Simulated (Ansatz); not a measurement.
Data:

LaN:
```
CELL_PARAMETERS angstrom
     10.60544     0.00000     0.00000
      0.00000     3.75549     0.00000
      0.00000     0.00000     3.75394
ATOMIC_POSITIONS crystal
  La 0.12458 0.25000 0.25851
  La 0.37542 0.75000 0.75851
  La 0.87542 0.75000 0.74149
  La 0.62458 0.25000 0.24149
  N  0.87684 0.25000 0.26965
  N  0.62316 0.75000 0.76965
  N  0.12316 0.75000 0.73035
  N  0.37684 0.25000 0.23035
```

This is the r²SCAN-relaxed structure. x, y and z are the axes in which the lattice vectors are written.

**Question.** All from plane-wave PAW r²SCAN (Ansatz code), unless another level is named. Give the formation energy from the elements (no fitted shifts).

**Answer.** -1.51 eV/atom.

**Question.** Predict the hole effective mass with spin–orbit coupling.

**Answer.** 0.33, 1.1, 1.1 mₑ (principal values).

**Question.** Predict the valence-band maximum.

**Answer.** at Γ.

**Question.** Next, the conduction-band minimum?

**Answer.** at T (k = 0.000, 0.500, 0.500).

Space group Pnma. The start of the workflow was typed in or built on a structure type; neither database checked (COD, Materials Project) lists it. COD files the formula under space group No. 225, so this cell is another polymorph or a model. Whether it is the stable phase at ambient conditions was not checked. Symmetry was held in the r²SCAN relaxation; whether a distortion lowers the energy is not shown. The references are the lowest solids computed at this level, not always the standard phases (solids in place of the gases). Spin–orbit coupling is left out wherever it is not named.

Potentials: the later of the program's two PAW sets.

Edges and masses are those of Kohn–Sham bands, whose gap is no quasiparticle gap.
